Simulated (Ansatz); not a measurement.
GaN:
```xyz
8
Lattice="5.4685 0.0000 0.0000 0.0000 5.4685 0.0000 0.0000 0.0000 3.1826" Properties=species:S:1:pos:R:3 pbc="T T T"
Ga     1.7546     3.7140     0.0000
Ga     3.7140     1.7546     0.0000
Ga     4.4888     4.4888     1.5913
Ga     0.9797     0.9797     1.5913
N      1.7344     1.7344     0.0000
N      3.7341     3.7341     0.0000
N      0.9998     4.4687     1.5913
N      4.4687     0.9998     1.5913
```

Relaxed with r²SCAN. Special points in fractions of this cell's reciprocal vectors: Γ (0.000, 0.000, 0.000); X (0.000, 0.500, 0.000); M (0.500, 0.500, 0.000); Z (0.000, 0.000, 0.500); R (0.000, 0.500, 0.500); A (0.500, 0.500, 0.500).

Question: List the band energies nearest the valence-band maximum at these points for plane-wave PAW r²SCAN (Ansatz code).

Answer: In eV from the valence-band maximum; about four levels below and three above (degenerate sets whole), none deeper than 8.9 eV; points with the same levels are listed once.

```
k                    below                above
-  -----------------------  -------------------
Γ  -0.18 -0.12 -0.01 -0.01       2.34 5.36 5.36
X  -0.70 -0.70 -0.60 -0.60  4.68 4.68 5.80 5.80
M  -1.21 -1.21 -1.16 -1.16  5.20 5.20 5.75 5.75
Z  -2.17 -2.17 -1.97 -1.97  6.23 6.23 7.60 7.60
R  -1.95 -1.95 -1.10 -1.10  5.93 5.93 6.23 6.23
A  -1.59 -1.59 -1.48 -1.48  4.95 4.95 4.97 4.97
```

Space group P4_2/mnm. The start of the workflow was typed in or built on a structure type; neither database checked (COD, Materials Project) lists it. It is not the phase usual at ambient conditions (space group No. 186, 216). The r²SCAN relaxation kept the symmetry of its start; its stability against distortions is not shown here. Scalar-relativistic: spin–orbit coupling is off unless named, which matters more the heavier the elements.

Potentials: the earlier of the program's two PAW sets.
